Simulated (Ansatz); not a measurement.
Name crystals whose computed values (DFT-PBE in the program Ansatz with PAW potentials) fall in these windows: ε0 10 to 14; gap (eV) 1.2 to 1.7.



| crystal | ε0 | gap (eV) |
|---|---|---|
| AlAs, zinc blende | 11.6 | 1.50 |
| GaP, zinc blende | 12.9 | 1.58 |
| SiC, zinc blende | 10.4 | 1.37 |
| CdSiP2, chalcopyrite | 13.5 | 1.42 |
| AlP, zinc blende | 10.4 | 1.63 |
Others may fit too.

All cells were relaxed under the symmetry of their starts (and spin orders); stability against distortions was not tested throughout. Spin–orbit coupling is left out wherever it is not named.

Potentials: the later of the program's two PAW sets.
